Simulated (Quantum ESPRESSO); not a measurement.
# Mg3ClS2F: convergence and cost over cutoff and k mesh

Simulated, not a measurement. The program is pw.x of Quantum ESPRESSO 7.5 (plane-wave density functional theory). The cell is made up: 7 atoms on a rocksalt lattice with one site empty, with randomly drawn elements, strain and displacements, not relaxed. PseudoDojo standard norm-conserving files (v0.5 for PBE, v0.4.1 for LDA and PBEsol) set the functional; there is no spin polarisation, spin-orbit coupling or dispersion term, and the masses in the input are unused placeholders.

Input of the run in row 4:

```
&control calculation='scf', pseudo_dir='./dojo.nc.sr.pbe.v0_5.standard.upf', outdir='./o', disk_io='medium', tprnfor=.true., tstress=.true. /
&system ibrav=0, nat=7, ntyp=4, nbnd=34, ecutwfc=84.00895049, nosym=.true., tot_charge=0,
 occupations='smearing', smearing='fd', degauss=0.0018374661
/
&electrons conv_thr=7.350e-09, electron_maxstep=60, /
ATOMIC_SPECIES
Cl 1.0 Cl.upf
F 1.0 F.upf
Mg 1.0 Mg.upf
S 1.0 S.upf
CELL_PARAMETERS angstrom
5.0331 -0.0015 -0.0419
-0.0015 5.0272 -0.0561
-0.0419 -0.0561 4.9172
ATOMIC_POSITIONS angstrom
Mg -0.0734 2.5875 2.2886
Mg 2.6 -0.0928 2.417
Mg 2.535 2.6152 0.0452
Cl 2.4555 -0.0609 0.0097
S 2.3675 2.5016 2.4768
S 5.0036 0.0069 2.4044
F 4.9517 2.5467 -0.2452
K_POINTS automatic
4 4 4 1 1 1
```

The same cell was run at these settings. Meshes are shifted by half a step, and differences are from the last row, which is itself not exact.

```
cutoff (eV)     k mesh  k points solved  threshold (eV)  free energy less the last row's (eV)  pressure (GPa)  largest stress difference (GPa)  largest force difference (eV/Å)  iterations  wall time (s)  k-point pools              processor
        800  2 x 2 x 2                4           1e-04                                 2.401          -21.30                            24.08                            0.012           7             19              1  AMD EPYC, Zen 5 class
       1143  2 x 2 x 2                4           1e-07                                 0.085            2.70                             0.33                            0.016           9             34              1  AMD EPYC, Zen 5 class
        710  4 x 4 x 4               32           1e-07                                 8.184          -61.49                            64.22                            0.061           9             94              1  AMD EPYC, Zen 5 class
       1143  4 x 4 x 4               32           1e-07                                 0.002            2.45                             0.01                            0.002           9            182              1  AMD EPYC, Zen 5 class
       1437  6 x 6 x 6              108           1e-07                                 0.000            2.46                             0.00                            0.000           9            963              1  AMD EPYC, Zen 5 class
```

Each pool is one process. Wall times include start-up and a band step at six k points, which weighs most on the coarsest meshes. The runs were on shared virtual cores whose load varied, so times are rough.